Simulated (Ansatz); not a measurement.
ScPd, DFT, PBEsol, all-electron LAPW, scalar-relativistic (Ansatz 0.2.0), run on 1 thread of Intel(R) Xeon(R) Platinum 8375C CPU @ 2.90GHz (Ice Lake) on a shared host.

The cell is COD entry 1523179, as deposited and not checked against the literature; nothing was relaxed. The listed cell was then made from it by scaling, straining or moving an atom.

Command: `ansatz run input.yaml --threads 1 --pin off --max-ram 3072MiB --backend cpu --events-out ev --progress --plain --runs-dir out`

```yaml
crystal:
  lattice:
    - [3.283, 0.0, 0.0]
    - [0.0, 3.283, 0.0]
    - [0.0, 0.0, 3.25017]
  atoms:
    - { symbol: Sc, position: [0.5, 0.5, 0.5] }
    - { symbol: Pd, position: [0.0, 0.0, 0.0] }
kpoints:
  mp_grid: { grid: [12, 12, 12] }
  band_path:
    path:
      - [0.0, 0.0, 0.0]
      - [0.0, 0.5, 0.0]
      - [0.5, 0.5, 0.0]
      - [0.0, 0.0, 0.0]
      - [0.0, 0.0, 0.5]
      - [0.0, 0.5, 0.5]
      - [0.5, 0.5, 0.5]
      - [0.0, 0.0, 0.5]
      - [0.0, 0.5, 0.0]
    npoints: 5
scf:
  occupations: { method: fermi_dirac, width: 0.05 }
hamiltonian:
  xc: pbesol
  pseudopotentials: { kind: all_electron, lapw: { basis_error: 0.00025 } }
output:
  forces: true
  stress: true
  eigenvalues: true
```

How large is the problem that the program sets up?

196 irreducible k-points, 365 plane waves at Γ, 27 bands.

Estimate the wall time and the peak memory.

79 s of wall time for 12 SCF iterations, with a peak of 0.83 GiB. Times on shared machines scatter by tens of per cent.
